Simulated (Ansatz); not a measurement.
NbAuF6: relaxation (Ansatz)

Input:

```yaml
crystal:
  lattice:
    - [0.0, 5.59400331, 0.0]
    - [5.59400331, 0.0, 0.0]
    - [2.79700166, 2.79700166, -4.2675457]
  atoms:
    - { symbol: Nb, position: [0.0, 0.0, 0.0] }
    - { symbol: Au, position: [0.5, 0.5, 0.0] }
    - { symbol: F, position: [0.244, 0.244, 0.0] }
    - { symbol: F, position: [0.244, 0.756, 0.0] }
    - { symbol: F, position: [0.756, 0.756, 0.0] }
    - { symbol: F, position: [0.756, 0.244, 0.0] }
    - { symbol: F, position: [0.216, 0.216, 0.568] }
    - { symbol: F, position: [0.784, 0.784, 0.432] }
  symmetry: { tolerance: 0.0003 }
kpoints:
  mp_grid: { grid: [6, 6, 6], shift: [0, 0, 0] }
magnetization:
  spin_polarized: false
scf:
  occupations: { method: fermi_dirac }
  lower_state_search: "off"
hamiltonian:
  pseudopotentials: { kind: paw }
  xc: r2scan
basis:
  ecutwfc: 500
  fft_grid_basis: typed
relax:
  max_steps: 80
output:
  forces: true
  stress: true
  eigenvalues: true
  bader: true
  populations: true
  elf: true
  write_potential: true
  volumetric_format: npy
  dos:
    e_range: [-12, 8]
    de: 0.05
    projected: { site_lists: { Au: [Au], F: [F], Nb: [Nb] } }
checkpoint:
  read: saved_state
```

Launch command:

```bash
ansatz run input.yaml --threads 2 --pin off --max-ram 2560MiB --backend cpu --events-out ev --progress --plain --runs-dir out
```

Origin of the cell: a known structure type with other elements, at an estimated volume, so it need not be a known compound.

The smearing width isn't typed, so it takes its default of 0.1 eV.

The saved state is a converged single point of the same cell.

Steps:

```json
{"step": "1", "ΔF (meV/atom)": "0.0", "max force component (eV/Å)": "1.973", "SCF iterations": "7", "step was": "accepted"}
{"step": "2", "ΔF (meV/atom)": "-60.2", "max force component (eV/Å)": "0.677", "SCF iterations": "6", "step was": "accepted"}
{"step": "3", "ΔF (meV/atom)": "-65.9", "max force component (eV/Å)": "0.325", "SCF iterations": "6", "step was": "accepted"}
{"step": "4", "ΔF (meV/atom)": "-66.9", "max force component (eV/Å)": "0.040", "SCF iterations": "4", "step was": "accepted"}
{"step": "5", "ΔF (meV/atom)": "-66.9", "max force component (eV/Å)": "0.001", "SCF iterations": "4", "step was": "accepted"}
```

Before:

Space group I4/mmm (No. 139); the run's cell has a = 5.594 Å, b = 5.594 Å, c = 5.819 Å, α = 61.27°, β = 61.27°, γ = 90.00°. Shortest distances: F–Nb 1.84 Å, Au–F 2.03 Å, F–F 2.67 Å.

After:

Space group I4/mmm (No. 139); the run's cell has a = 5.594 Å, b = 5.594 Å, c = 5.819 Å, α = 61.27°, β = 61.27°, γ = 90.00°. Shortest distances: F–Nb 1.85 Å, Au–F 2.11 Å, F–F 2.61 Å.

```xyz
8
Lattice="0.0000 5.5940 0.0000 5.5940 0.0000 0.0000 2.7970 2.7970 -4.2675" Properties=species:S:1:pos:R:3 pbc="T T T"
Nb    0.0000    0.0000    0.0000
Au    2.7970    2.7970    0.0000
F     1.3052    1.3052    0.0000
F     4.2888    1.3052    0.0000
F     4.2888    4.2888    0.0000
F     1.3052    4.2888    0.0000
F     2.7970    2.7970   -2.3920
F     5.5940    5.5940   -1.8755
```

```yaml
Free_energy_lowered_by: 66.9 meV/atom
Final_pressure: 19.96 GPa
Relaxation_steps_listed: 5
```

Caveats: no spin-orbit coupling, though heavy elements are present; the SCF threshold is looser than advised for a stress; the exchange-correlation potential is rough where the density is thin; the relaxation held the start's symmetry, so the end may be a saddle point.

It ran for 3.2 min on 2 threads of Arm Neoverse N1 (shared host), peak memory 1 GiB, from a saved density.
